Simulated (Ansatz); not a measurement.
One crystal and one scan (energy against volume) at two levels, PBE-D3(BJ) (plane waves to 420 eV, PAW, scalar-relativistic; Ansatz, a quantum-chemistry and plane-wave program) and r2SCAN+rVV10 (plane waves to 500 eV, PAW, scalar-relativistic; Ansatz), each from its own relaxed cell and on its own mesh.

The crystal is Bi₂Se₃ (Bi2Te3 type, space group R-3m); the cell is scaled evenly about its relaxed volume V₀.

E stands for the smeared free energy. Bi2Se3 was relaxed with its symmetry unable to fall. Spin-orbit coupling is left out, though Bi is heavy. With the shape held, the modulus is that of even scaling; a crystal free to change shape is softer.

```
quantity                                                                     run 1  run 2
---------------------------------------------------------------------------  -----  -----
Lattice constant c (Å)                                                       28.45  29.27
Relaxed volume (Å³/atom)                                                     28.21  29.02
Band gap of the relaxed cell, no spin-orbit coupling (eV)                     0.16   0.60
Bulk modulus at fixed cell shape B₀ (third-order Birch-Murnaghan fit) (GPa)   40.1   37.1
Pressure derivative B₀′ (fit)                                                  6.7    6.4
```

Problem. Which run is which level?

Solution. Run 1 is PBE-D3(BJ), run 2 is r2SCAN+rVV10. PBE-D3(BJ) gives the higher value for: bulk modulus at fixed cell shape B₀; pressure derivative B₀′. PBE-D3(BJ) gives the lower value for: lattice constant c; relaxed volume; band gap of the relaxed cell, no spin-orbit coupling. Neither level is exact: the differences show how much the result hangs on the functional.

(A scan under strain: stresses follow from slopes of the energy per volume, elastic moduli from its curvatures.)
